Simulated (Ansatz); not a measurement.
Starting cell, CdSe (zinc blende):

```
CdSe
1.0
    0.00000     6.19627     6.19627
    3.09814     3.09814     6.19627
    3.09814     3.09814     0.00000
Se Cd
2 2
Direct
  0.00000   0.75000   0.75000
  0.50000   0.75000   0.75000
  0.00000   0.00000   0.00000
  0.50000   0.00000   0.00000
```

A phonon eigenvector at X = (0.5, 0.5, 0.0) is frozen into this cell: atom i moves by Q times the vector below, so Q is the largest atomic displacement, in Å. The cell is held. (q is in reciprocal vectors of the primitive cell; the cell shown is doubled to hold the pattern.)

| atom | x | y | z |
|---|---|---|---|
| Se1 | 0.000 | 0.000 | 1.000 |
| Se2 | 0.000 | 0.000 | -1.000 |

Atoms not listed stay in place.

Calculation: PBE (plane waves to 420 eV, PAW, scalar-relativistic; Ansatz, a first-principles code). k mesh 9×9×9 (Γ-centred), Fermi-Dirac smearing 0.05 eV. CdSe was relaxed with its symmetry unable to fall.

At one point of the scan the forces (eV/Å) are:

```
atom     Fx     Fy      Fz
----  -----  -----  ------
Se1   0.000  0.000  -1.147
Se2   0.000  0.000   1.147
Cd3   0.000  0.000   0.000
Cd4   0.000  0.000   0.000
```

Which point is it?
A) Q = 0.090 Å
B) Q = 0.030 Å
C) Q = 0.150 Å
D) Q = 0.120 Å

C, Q = 0.150 Å

(A displaced cell: forces are minus the slopes of the energy, force constants its curvatures, and phonons follow from these.)
